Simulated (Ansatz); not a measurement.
Here are 2 structures of ZnFI, each relaxed with r2SCAN (Ansatz). Computed values alone, no measurements; non-magnetic cells, some hypothetical.

- Janus 1T monolayer: the sheet's in-plane cell has a = 3.716 Å, b = 3.716 Å (γ = 120.0°), and its outermost atoms lie 2.48 Å apart along the normal. Zn is surrounded by 3 F at 2.29 Å and 3 I at 2.72 Å; F is surrounded by 3 Zn at 2.29 Å; I is surrounded by 3 Zn at 2.72 Å.
- Janus 2H monolayer: the sheet's in-plane cell has a = 3.617 Å, b = 3.617 Å (γ = 120.0°), and its outermost atoms lie 2.85 Å apart along the normal. Zn has 3 F at 2.31 Å and 3 I at 2.80 Å; F has 3 Zn at 2.31 Å and 1 I at 2.85 Å; I has 3 Zn at 2.80 Å and 1 F at 2.85 Å.

**Question.** Which is lowest in energy with r2SCAN, and by how much?

**Answer.** Among these cells the lowest with r2SCAN is Janus 1T monolayer, 209 meV an atom below the next, Janus 2H monolayer. Other structures, not computed here, could lie lower.

**Question.** Does the order change among the functionals that relaxed these cells?

**Answer.** Not for the lowest cell. PBEsol, LDA, PBE agree on the lowest cell. PBEsol: Janus 1T monolayer 0, Janus 2H monolayer 180 meV an atom. LDA: Janus 1T monolayer 0, Janus 2H monolayer 187 meV an atom.

**Question.** What gaps does HSE06 give on these cells?

**Answer.** Janus 1T monolayer: 2.39 d (Γ); Janus 2H monolayer: 1.19 d (Γ) (eV; d direct, i indirect).

**Question.** What gaps does PBE give on these cells?

**Answer.** Janus 1T monolayer: 1.36 d (Γ); Janus 2H monolayer: 0.26 d (Γ) (eV; d direct, i indirect).

Spin-orbit coupling is left out, which matters wherever the heavy atoms make up the band edges.

The meshes of the hybrids are coarse, so their gaps aren't converged to the digits shown.
